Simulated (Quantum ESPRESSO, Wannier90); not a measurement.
# Wannier functions of CaPdF6 (R-3)

```
CaPdF6
1.0
   -2.57051     4.45225     0.00000
   -5.14101     0.00000     0.00000
   -2.57051     1.48408     4.89179
Ca Pd F
1 1 6
Direct
  0.50000   0.50000   0.50000
  0.00000   0.00000   0.00000
  0.38449   0.78174   0.76996
  0.61551   0.21826   0.23004
  0.78174   0.06381   0.76996
  0.21826   0.93619   0.23004
  0.06381   0.38449   0.76996
  0.93619   0.61551   0.23004
```

Cell from Materials Project (mp-7922), symmetrised, no further relaxation. COD (Crystallography Open Database) has an entry of this formula and space group (matched by these alone). Method: PBEsol plane waves in Quantum ESPRESSO 7.5 (PseudoDojo norm-conserving files, 68 Ry, no spin polarisation, no spin-orbit coupling), Bloch states on a 4×4×4 mesh through Γ, Wannier90 4.0.1. Density: 8×8×8 mesh, cold smearing 0.01 Ry.

Base run: 23 functions from bands 15-50 of the 50 computed, start hydrogen-like Pd: d; F: p, centres 0.05 Å off the atoms, frozen window up to 3.59 eV relative to the valence-band maximum, outer window open. One thing is changed at a time; window edges are relative to the valence-band maximum. The misfit compares interpolated bands with pw.x on a high-symmetry path, for states up to 2.3 eV relative to the valence-band maximum. Converged means that the tolerances were met: symmetric starts can stop on a saddle, which shows as a larger Ω_OD at equal Ω_I and can move the misfit too.

Question: Which of these settings interpolates worst among those that finish?
A) base
B) frozen window to 1.59 eV
C) no frozen window
D) frozen window to 3.09 eV

Answer: C, no frozen window. The whole sweep:

```csv
setting,functions,frozen to (eV),Ω_I (Å²),Ω_D (Å²),Ω_OD (Å²),rms misfit (meV),worst (meV),ended
base,23,3.59,13.58,0.00,0.11,0.2,0.8,converged
frozen window to 1.59 eV,23,1.59,13.30,0.00,0.11,26,147,converged
frozen window to 3.09 eV,23,3.09,13.58,0.00,0.11,0.2,0.8,converged
frozen window to 7.20 eV,23,7.20,–,–,–,–,–,stops: too many frozen states
no frozen window,23,none,11.57,0.00,0.07,228,653,converged
outer window to 1.35 eV,23,3.59,–,–,–,–,–,stops: too few bands in the window
```
